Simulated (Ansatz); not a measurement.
The relaxed structure here is a generated cell of SiNi: the first start was made by placing the elements on the sites of a structure type, and the end was not matched to a known phase here, so it may be hypothetical. Known forms of SiNi include space group No. 62.

A relaxed cell of SiNi (P4₂/mmc (No. 131)), relaxed on a k-mesh at least as fine as the one used below. Computed with PBEsol (plane waves to 420 eV, PAW, scalar-relativistic; Ansatz, an electronic-structure program). Γ-centred k-mesh 9×9×7 on the run's cell (coarser than for final values), Fermi–Dirac smearing 0.05 eV.

```
CELL_PARAMETERS angstrom
      7.38272     0.00000     0.00000
      3.69136     3.69136     0.00000
      0.00000     0.00000     4.82057
ATOMIC_POSITIONS crystal
  Si 0.75000 0.50000 0.00000
  Si 0.25000 0.50000 0.00000
  Si 0.25000 0.00000 0.50000
  Si 0.75000 0.00000 0.50000
  Ni 0.00000 0.00000 0.25000
  Ni 0.50000 0.00000 0.25000
  Ni 0.00000 0.00000 0.75000
  Ni 0.50000 0.00000 0.75000
```

The atoms are displaced along an unstable phonon of this cell by (Å):

```
atom     ux      uy      uz
----  -----  ------  ------
Si1   0.000   0.000  -0.150
Si2   0.000   0.000   0.150
Si3   0.000   0.000   0.000
Si4   0.000   0.000   0.000
Ni5   0.000   0.077   0.000
Ni6   0.000  -0.077   0.000
Ni7   0.000  -0.077   0.000
Ni8   0.000   0.077   0.000
```

**Question.** What forces (eV/Å) and pressure result?

**Answer.** 
```
atom    Fx     Fy     Fz
----  ----  -----  -----
Si1   0.00   0.00  -0.16
Si2   0.00   0.00   0.16
Si3   0.00   0.00   0.00
Si4   0.00   0.00   0.00
Ni5   0.00   0.20  -0.05
Ni6   0.00  -0.20  -0.05
Ni7   0.00  -0.20   0.05
Ni8   0.00   0.20   0.05
```

Pressure -0.8 GPa.

The undisplaced cell is probably no minimum: from this displacement the run went on to Cmme (No. 67), 0.20 eV/atom below it.

No spin polarisation in the result: the starting moments vanished. A magnetic state may lie lower.
